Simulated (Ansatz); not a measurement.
# TiO2 (anatase): gap against strain (uniaxial along z, other directions held)

TiO2 (anatase), relaxed with r2SCAN in Ansatz, then strained (uniaxial along z, other directions held; changes of length per length, axes as in the cell below) with the atoms relaxed again within the symmetry that is left. It is tetragonal, I4_1/amd (No. 141); conventional cell a = 3.778 Å, c = 9.583 Å, 11.40 Å³ an atom. Ti has 6 O at 1.93–1.99 Å and 4 Ti at 3.05 Å; O has 3 Ti at 1.93–1.99 Å. The values are computed, spin-unpolarised, and not measurements.

```yaml
crystal:
  lattice:
    - [-1.88890, 1.88890, 4.79172]
    - [1.88890, -1.88890, 4.79172]
    - [1.88890, 1.88890, -4.79172]
  atoms:
    - { symbol: Ti, position: [0.75000, 0.25000, 0.50000] }
    - { symbol: Ti, position: [0.00000, 0.00000, 0.00000] }
    - { symbol: O, position: [0.54271, 0.04271, 0.50000] }
    - { symbol: O, position: [0.79271, 0.79271, 0.00000] }
    - { symbol: O, position: [0.20729, 0.20729, 0.00000] }
    - { symbol: O, position: [0.95729, 0.45729, 0.50000] }
```

Gaps are the least over each mesh (PBE 10×10×10, r2SCAN 10×10×10, HSE06 6×6×6 when unstrained) and the special points, which keep their unstrained names; stress is the change from the unstrained cell, compression positive.

```tsv
strain (%)	gap, PBE (eV)	gap, r2SCAN (eV)	gap, HSE06 (eV)	edges, HSE06	stress along the strain, r2SCAN (GPa)	energy rise, r2SCAN (meV/atom)
-4.0	2.022	2.406	3.516	Γ–X (0.91) → Γ	+8.71	12.3
-3.0	2.056	2.439	3.550	Γ–X (0.90) → Γ	+6.46	6.9
-2.0	2.088	2.471	3.582	Γ–X (0.89) → Γ	+4.29	3.0
-1.0	2.119	2.501	3.612	Γ–X (0.88) → Γ	+2.16	0.8
0.0	2.146	2.527	3.638	Γ–X (0.88) → Γ	0.00	0.0
+1.0	2.173	2.553	3.664	Γ–X (0.86) → Γ	-2.03	0.7
+2.0	2.196	2.575	3.685	Γ–X (0.85) → Γ	-4.08	2.9
+3.0	2.217	2.595	3.704	Γ–X (0.84) → Γ	-6.07	6.5
+4.0	2.235	2.613	3.720	Γ–X (0.83) → Γ	-8.02	11.6
```

Between zero and the nearest strains the slope of the HSE06 gap against strain is +0.026 eV per percent for negative and +0.026 for positive strain.

Where an edge lies off the special points, it is a point of the mesh or the k point where a search put PBE's edge or least direct gap, reused for the other functionals, whose own edges may lie a little apart.
